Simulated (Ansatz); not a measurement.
All numbers below come from Ansatz, DFT PBE, scalar-relativistic, plane waves, PAW. Plane waves to 420 eV, a 12×12×4 mesh through Γ for the 12-atom cell and 0.10 eV Gaussian smearing; no spin polarisation.

Formation energies are uncorrected and refer to the elements' standard structures at the same level (N₂ as a molecule).

**Question.** Find a candidate tetragonal metal made of Hf, N and Ti, with a formation energy near −1.69 eV/atom and a density near 6.92 g/cm³, in a cell of 12 atoms.

**Answer.** HfTi5N6, space group P4/mmm (No. 123). Around Hf lie 6 N at 2.16–2.22 Å, 4 Hf at 3.05 Å and 8 Ti at 3.16 Å; Ti on a site of symmetry 4mm is surrounded by 5 N at 2.06–2.16 Å, 1 N at 2.31 Å, 8 Ti at 2.96–3.05 Å and 4 Hf at 3.16 Å; Ti on a second site of symmetry 4mm is surrounded by 6 N at 2.12–2.16 Å; N on a site of symmetry 4mm has 5 Ti at 2.12–2.16 Å and 1 Hf at 2.22 Å; 4 more sites not described.

```cif
data_structure
_symmetry_space_group_name_H-M 'P4/mmm'
_symmetry_Int_Tables_number 123
_cell_length_a 3.0521
_cell_length_b 3.0521
_cell_length_c 12.9244
_cell_angle_alpha 90.000
_cell_angle_beta 90.000
_cell_angle_gamma 90.000
_cell_volume 120.39
loop_
_atom_site_label
_atom_site_type_symbol
_atom_site_symmetry_multiplicity
_atom_site_Wyckoff_symbol
_atom_site_fract_x
_atom_site_fract_y
_atom_site_fract_z
_atom_site_occupancy
Hf1 Hf 1 a 0.00000 0.00000 0.00000 1
Ti1 Ti 2 h 0.50000 0.50000 0.17873 1
Ti2 Ti 2 g 0.00000 0.00000 0.33558 1
Ti3 Ti 1 d 0.50000 0.50000 0.50000 1
N1 N 2 g 0.00000 0.00000 0.17184 1
N2 N 2 h 0.50000 0.50000 0.33807 1
N3 N 1 b 0.00000 0.00000 0.50000 1
N4 N 1 c 0.50000 0.50000 0.00000 1
```

* Volume per atom: 10.03 Å³
* Density: 6.92 g/cm³
* Energy over the elements: −1.69 eV/atom
* Gap on the 12×12×4 mesh of the 12-atom cell: 0 eV (a metal)

It was reached by relaxing an invented guess, and it needn't be the stable form of this composition. The answer needn't be unique; the calculation gave this one.

These runs have no spin–orbit coupling, which can matter for Hf. A later test with randomly moved atoms came back to the same energy, though modes that don't fit the test's cell weren't probed.
